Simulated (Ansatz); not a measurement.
Values for one crystal, relaxed and computed with plane-wave PAW PBEsol (Ansatz code); other levels are named.

```yaml
volume_per_atom: 24.45 Å³
electronic_character: metallic (no gap)
Gap with spin–orbit coupling: none (metallic)
Pressure derivative B′: 4.5
Density of states at the Fermi level: 0.34 states/eV per atom (mean over ±0.08 eV)
Formation energy from the elements (no fitted shifts): -0.44 eV/atom
Bulk modulus (Birch–Murnaghan fit): 55.7 GPa
```

### Question
Which of these materials gives this?
(A) ZrGe2, Cmcm (Zr on 4c, Ge on 4c, Ge on 4c)
(B) BaSi2, P-3m1 (Ba on 1a, Si on 2d)
(C) Ta2N, anti-CdI2 type
(D) MoP, P-6m2 (Mo on 1a, P on 1f)

### Answer
B, BaSi2, P-3m1 (Ba on 1a, Si on 2d)

The workflow started from a Materials Project entry (that database holds measured and hypothetical structures alike); the Crystallography Open Database copy checked does not list it. COD files the formula under space group No. 62, 191, so this cell is another polymorph or a model. Its standing as an ambient phase is unchecked. The PBEsol relaxation kept the symmetry of its start; its stability against distortions is not shown here. The references are the lowest solids computed at this level, not always the standard phases. Scalar-relativistic: spin–orbit coupling is off unless named, which matters more the heavier the elements.

Potentials: the later of the program's two PAW sets.
